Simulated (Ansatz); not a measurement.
Values for one crystal, relaxed and computed with plane-wave PAW PBEsol (Ansatz code); other levels are named.

Volume per atom: 19.34 Å³
Electronic character: metallic (no gap)
Gap with spin–orbit coupling: none (metallic)
Formation energy from the elements (no fitted shifts): -311 meV/atom
Debye temperature from the elastic constants: 277 K
Zone-centre stability: no imaginary mode at Γ
Highest zone-centre frequency: 169 cm⁻¹

Task: Pick the material that matches.
(A) ScAg, CsCl type
(B) AlRh, CsCl type
(C) InPd, CsCl type
(D) GaNi, CsCl type

Result: A, ScAg, CsCl type

Space group Pm-3m (CsCl type). A made-up cell: these elements were put on the sites of a structure type; the Crystallography Open Database files this formula in space group No. 221, but the cells were not matched. Whether it is the stable phase at ambient conditions was not checked. Symmetry was held in the PBEsol relaxation. The run is not spin-polarised. As this level gives no gap, shear constants depend on the k-mesh and smearing (Fermi–Dirac, 0.1 eV here). As this level gives no gap, phonon frequencies hold no LO–TO term and depend on the k-mesh and smearing (Fermi–Dirac, 0.1 eV here). The references are the lowest solids computed at this level, not always the standard phases. Scalar-relativistic: spin–orbit coupling is off unless named, which matters more the heavier the elements.

Potentials: the earlier of the program's two PAW sets. The files were generated under PBE; for other functionals the program regenerates the frozen cores, and for LDA and PBEsol the local potential too.
